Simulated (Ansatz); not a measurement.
HfO₂:
```
HfO2
1.0
    3.53744     0.00000     0.00000
    0.00000     3.53744     0.00000
    0.00000     0.00000     5.10350
Hf O
2 4
Direct
  0.50000   0.50000   0.50000
  0.00000   0.00000   0.00000
  0.00000   0.50000   0.70359
  0.00000   0.50000   0.20359
  0.50000   0.00000   0.79641
  0.50000   0.00000   0.29641
```

Relaxed with LDA. Special points in fractions of this cell's reciprocal vectors: Γ (0.000, 0.000, 0.000); X (0.000, 0.500, 0.000); M (0.500, 0.500, 0.000); Z (0.000, 0.000, 0.500); R (0.000, 0.500, 0.500); A (0.500, 0.500, 0.500).

List the band energies nearest the valence-band maximum at these points for the program Ansatz at the LDA level (PAW).

In eV from the valence-band maximum; about four levels below and three above (degenerate sets whole), none deeper than 8.9 eV; points with the same levels are listed once.

```json
[
 {"k": "Γ", "below": "-0.55 -0.14 -0.13 -0.13", "above": "4.49 4.54 5.67"},
 {"k": "X", "below": "-1.51 -1.51 -0.20 -0.20", "above": "4.97 4.97 6.04 6.04"},
 {"k": "M", "below": "-0.94 -0.94 -0.39 -0.39", "above": "5.41 5.41 6.07 6.07"},
 {"k": "Z", "below": "-0.60 -0.60 -0.06 -0.06", "above": "5.24 5.24 5.50 5.50"},
 {"k": "R", "below": "-1.44 -1.44 -1.08 -1.08", "above": "5.14 5.14 5.45 5.45"},
 {"k": "A", "below": "-1.43 -1.43 0.00 0.00", "above": "5.87 5.87 6.05 6.05"}
]
```

Space group P4_2/nmc. This is a known high-temperature phase of the composition, computed here at zero pressure and temperature. The LDA relaxation kept the symmetry of its start; its stability against distortions is not shown here. No spin polarisation was allowed. Scalar-relativistic: spin–orbit coupling is off unless named, which matters more the heavier the elements.

Potentials: the earlier of the program's two PAW sets. The files were generated under PBE; for other functionals the program regenerates the frozen cores, and for LDA and PBEsol the local potential too.
